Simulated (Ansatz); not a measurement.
SiO2:
```xyz
9
Lattice="4.9203 0.0000 0.0000 -2.4601 4.2611 0.0000 0.0000 0.0000 5.4162" Properties=species:S:1:pos:R:3 pbc="T T T"
Si     2.3073     0.0000     3.6108
Si    -1.1537     1.9982     1.8054
Si     1.3065     2.2629     0.0000
O      1.3709     1.1466     4.2492
O      3.2419     0.6139     2.4438
O      2.7676     2.5006     0.6384
O      0.3075     1.7605     1.1670
O     -1.0893     3.1145     2.9724
O      0.7818     3.6471     4.7777
```

x, y and z are the axes in which the lattice vectors are written.

### Question
Give the high-frequency dielectric tensor and the Born effective charge tensors of the independent atoms from DFPT, plane-wave PAW r²SCAN (Ansatz code).

### Answer

ε∞:
```
2.37  0.00  0.00
0.00  2.37  0.00
0.00  0.00  2.40
```
Z* of atom 1 (Si), rows: field, columns: displacement, in e:
```
 3.02   0.00   0.00
 0.00   3.66  -0.28
 0.00   0.25   3.45
```
Z* of atom 4 (O), rows: field, columns: displacement, in e:
```
-1.33   0.50   0.33
 0.46  -2.01  -0.70
 0.27  -0.74  -1.73
```

Static charges for comparison (Bader): Si1 +3.37, O4 -1.68 e. Born charges measure polarisation by displacement and can exceed these by far.

Space group P3_221. The cell was relaxed with r²SCAN under the symmetry of its start.

Potentials: the later of the program's two PAW sets.
